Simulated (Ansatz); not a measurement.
This Si2BN structure is the end of a relaxation. The cell was found from a structure generator's guess, not taken from experiment.

These are results of DFT PBE, scalar-relativistic, plane waves, PAW (Ansatz), not measurements. Cutoff 420 eV, Γ-centred mesh, Gaussian smearing, no spin polarisation.

```
Si B N
1.0
     3.00838    0.00000    0.00000
     0.00000    3.00838    0.00000
     0.00000    0.00000    4.08770
Si B N
2 1 1
Direct
  0.50000 0.50000 0.50000
  0.00000 0.00000 0.00000
  0.00000 0.00000 0.50000
  0.50000 0.50000 0.00000
```

Formation energies are uncorrected and refer to the elements' standard structures at the same level (N₂ as a molecule).

Question: Find its symmetry and describe it.

Answer: P4/mmm (No. 123). Conventional cell: a = 3.008 Å, c = 4.088 Å. Around Si on its first site lie 2 N at 2.04 Å and 4 B at 2.13 Å; around Si on its second site lie 2 B at 2.04 Å and 4 N at 2.13 Å; B has 6 Si at 2.04–2.13 Å; N is surrounded by 6 Si at 2.04–2.13 Å.

Question: What is its formation energy per atom?

Answer: +0.26 eV/atom. A positive value: parting into the elements would lower its energy.

Question: Is it a metal?

Answer: Yes, bands cross the Fermi level on the 16×16×12 mesh.

The last run used a 16×16×12 mesh (in the run's order of axes) for its 4-atom cell and Gaussian smearing of 0.10 eV. Symmetry constrained the relaxation, so the result can be a saddle point. Another cell of Si2BN relaxed alike, in P-4m2, lies 0.54 eV/atom lower, so this cell isn't the stable form at this level.
